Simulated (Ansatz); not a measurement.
# KTaO3 in the perovskite structure

**What was measured.** A measured cell of cubic KTaO3 (space group Pm-3m) at 298 K, from the Crystallography Open Database (2000, doi:10.1107/S0108768100003906), has a = 3.988 Å and 12.69 Å³/atom.

Level of theory: DFT, r²SCAN, scalar-relativistic, no spin polarisation; plane waves to 500 eV with PAW datasets (Ansatz 0.2.0), Γ-centred 6×6×6 mesh, 0.05 eV Gaussian smearing; PAW files: Ansatz's generated set soft_2.

```yaml
crystal:
  lattice:
    - [3.99017, 0.00000, 0.00000]
    - [0.00000, 3.99017, 0.00000]
    - [0.00000, 0.00000, 3.99017]
  atoms:
    - { symbol: K, position: [0.00000, 0.00000, 0.00000] }
    - { symbol: Ta, position: [0.50000, 0.50000, 0.50000] }
    - { symbol: O, position: [0.00000, 0.50000, 0.50000] }
    - { symbol: O, position: [0.50000, 0.50000, 0.00000] }
    - { symbol: O, position: [0.50000, 0.00000, 0.50000] }
```

The start was a prototype's sites filled with these elements; the Crystallography Open Database holds the compound in this structure. The ideal cubic cell shuts out tilts of the octahedra, which such structures often take.

The cell above was scaled in volume, its shape and atoms being fixed by the lattice's symmetry. Energies are counted from the cell above.

| V (Å³/atom) | ΔE (meV/atom) | P (GPa) | gap on the mesh (eV) |
| --- | --- | --- | --- |
| 12.20 | 14.3 | 9.3 | 2.73 |
| 12.45 | 3.4 | 4.4 | 2.68 |
| 12.71 | 0.0 | 0.0 | 2.63 |
| 12.96 | 3.2 | -4.0 | 2.57 |
| 13.21 | 12.3 | -7.5 | 2.52 |
| 13.60 | 35.9 | -12.2 | 2.44 |

Task: What do the points give for the equilibrium volume, the bulk modulus and its pressure derivative (third-order Birch–Murnaghan)?

Result: V0 = 12.71 Å³/atom, B0 = 209 GPa, B0′ = 4.4.

B0·V0 = 208.9 GPa × 12.71 Å³ = 16.57 eV/atom sets the scale: near the minimum ΔE ≈ ½ B0 V0 x², with x = V/V0 − 1, and a pressure of 2.1 GPa squeezes the volume by about 1 %. At the ends of the curve: x = −4.0 % predicts 13.3 meV/atom and the run gives 14.3; x = +7.0 % predicts 40.6 meV/atom and the run gives 35.9. The curve is steeper than the parabola on the compressed side and flatter on the expanded side: the bulk modulus rises with pressure.

**Against experiment.** r²SCAN gives 3.990 Å and 12.71 Å³/atom, +0.1 % in volume (+0.0 % in length) from the database's cell. Agreement this close is partly luck: the calculation is for a static lattice, the crystal has zero-point motion and thermal expansion.

Semilocal functionals underestimate band gaps, commonly by a third or more. No spin–orbit coupling, a notable omission for heavy elements.
